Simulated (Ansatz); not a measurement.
## GaIr, one cell by several methods

```xyz
2
Lattice="3.0040 0.0150 0.0150 0.0150 3.0040 0.0150 0.0150 0.0150 3.0040" Properties=species:S:1:pos:R:3 pbc="T T T"
Ga    0.0000    0.0000    0.0000
Ir    1.5170    1.5170    1.5170
```

Atoms are numbered in the order listed.

The conventional cell has a = 4.227 Å, b = 4.227 Å, c = 5.255 Å, α = 90.00°, β = 90.00°, γ = 120.00°. Ga (atom 1) has 8 Ir at 2.59 to 2.63 Å as nearest neighbours. Around Ir (atom 2) lie 8 Ga at 2.59 to 2.63 Å.

The cell is COD entry 1523837, as deposited and not checked against the literature; nothing was relaxed. The listed cell was then made from it by scaling, straining or moving an atom.

Spin–orbit coupling is left out, though it moves levels of the heavy atoms by tenths of an eV or more.

Levels of theory: DFT, PBEsol, PAW with Ansatz's default frozen-core files, scalar-relativistic (Ansatz 0.2.0); DFT, PBEsol, all-electron PAW with datasets made for the crystal, scalar-relativistic (Ansatz 0.2.0); DFT, PBEsol, all-electron LAPW, scalar-relativistic (Ansatz 0.2.0).

For PAW: a Γ-centred 12×12×12 k mesh, Fermi–Dirac smearing of 0.05 eV, cutoff 420 eV, no spin polarisation; the PAW files were made with PBE, and the program remakes their frozen cores for this functional. The crystal-made all-electron datasets (AE datasets) take a cutoff of 320 eV at this cell. LAPW targets a basis error of 0.25 meV/atom. The Ansatz runs share mesh, smearing and spin set-up. Plane-wave (PAW) pressures include the program's estimate of the Pulay term.

Stress and pressure are positive in compression.

The change that made this cell: equal xy, yz and zx engineering shear strains of +1 %.

Spin–orbit coupling is left out, which moves gradients at and beside heavy atoms by some per cent and at worst by a factor of two.

In a metal, gradients converge slowly with the k mesh: the values move by tens of per cent from one mesh to another, at times in sign, so only the comparison on one mesh counts.

```
                             quantity    PAW  AE datasets   LAPW
                       pressure (GPa)   4.07         4.13   4.12
                      stress yz (GPa)  -0.76        -0.76  -0.76
                      stress xz (GPa)  -0.76        -0.76  -0.76
                      stress xy (GPa)  -0.76        -0.76  -0.76
field gradient Vzz at Ga1 (10²¹ V/m²)   1.01         1.00      –
field gradient Vzz at Ir2 (10²¹ V/m²)   0.71         0.69      –
```
